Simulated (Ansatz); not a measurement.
**GdIr3 (Pm-3m): couplings from the magnetic force theorem**

The source of the geometry is a structure from the Materials Project; atoms and cell stay fixed.

Settings: PBEsol, 8×8×8 k mesh, Fermi–Dirac smearing of 0.05 eV. PAW means Ansatz 0.2.0 on its default frozen-core files. Site moments are integrated in spheres about the atoms.

The input and its command:

```yaml
crystal:
  lattice:
    - [4.0564312367, 0.0, 0.0]
    - [0.0, 4.0564312367, 0.0]
    - [0.0, 0.0, 4.0564312367]
  atoms:
    - { symbol: Gd, position: [0.0, 0.0, 0.0], spin: -6.9 }
    - { symbol: Ir, position: [0.0, 0.5, 0.5] }
    - { symbol: Ir, position: [0.5, 0.5, 0.0] }
    - { symbol: Ir, position: [0.5, 0.0, 0.5] }
magnetization:
  spin_polarized: true
kpoints:
  mp_grid: { grid: [8, 8, 8] }
  band_path:
    path:
      - [0.0, 0.0, 0.0]
      - [0.0, 0.5, 0.0]
      - [0.5, 0.5, 0.0]
      - [0.0, 0.0, 0.0]
      - [0.5, 0.5, 0.5]
      - [0.0, 0.5, 0.0]
      - [0.5, 0.5, 0.5]
      - [0.5, 0.5, 0.0]
    npoints: 8
scf:
  occupations: { method: fermi_dirac, width: 0.05 }
hamiltonian:
  xc: pbesol
  pseudopotentials: { kind: paw }
output:
  eigenvalues: false
  eigenstates:
    nscf_kmesh: { grid: [8, 8, 8] }
    top_band: c53
    exchange_couplings: { magnetic: [{ species: Gd }] }
```

Command: `ansatz run input.yaml --threads 2 --pin off --max-ram 6144MiB --backend cpu --events-out ev --progress --plain --runs-dir out`

Site moments (μB): Gd1 -6.87, Ir2 0.06, Ir3 0.06, Ir4 0.06. Cell moment -6.76 μB.

Couplings come from the force theorem (directions of the magnetic atoms constrained, all else relaxed) on a 8×8×8 mesh, with E = −Σ J e_i·e_j over ordered pairs of unit vectors, so positive J favours parallel moments.

| pair | count | J PAW (meV) |
| --- | --- | --- |
| Gd1–Gd at 4.06 Å | 6 | -0.26 |
| Gd1–Gd at 5.74 Å | 12 | +0.26 |
| Gd1–Gd at 7.03 Å | 8 | 0.00 |
| Gd1–Gd at 8.11 Å | 6 | 0.00 |
| Gd1–Gd at 9.07 Å | 24 | +0.03 |
| Gd1–Gd at 9.94 Å | 24 | 0.00 |
| Gd1–Gd at 11.47 Å | 12 | +0.02 |
| Gd1–Gd at 12.17 Å, set 1 | 6 | -0.03 |
| Gd1–Gd at 12.17 Å, set 2 | 24 | 0.00 |
| Gd1–Gd at 12.83 Å | 24 | -0.01 |
| Gd1–Gd at 13.45 Å | 24 | -0.01 |
| Gd1–Gd at 14.05 Å | 8 | +0.01 |
| Gd1–Gd at 14.63 Å | 24 | -0.01 |
| Gd1–Gd at 15.18 Å | 48 | 0.00 |

Pairs at one distance with different couplings are listed as sets.

The program reports that this state isn't the lowest of its own couplings. The gain of the softest rotation is smaller than what its band sum leaves out of a whole turn, though, so more bands could change its sign.

The couplings come from one mesh, and their convergence in k wasn't tested.

The PAW files were made with PBE; the program remakes their cores once for the run's functional and then keeps them frozen. Without U a semilocal functional puts the f levels too near the Fermi level, which can change moments and the order of magnetic states; site and cell moments are spin moments. Spin–orbit coupling is left out although heavy atoms are present. With open f shells a run can end in a state that isn't the lowest. The magnetic state is the one that this cell and start allow. It needn't be the compound's measured order, which may need a larger cell or be absent.
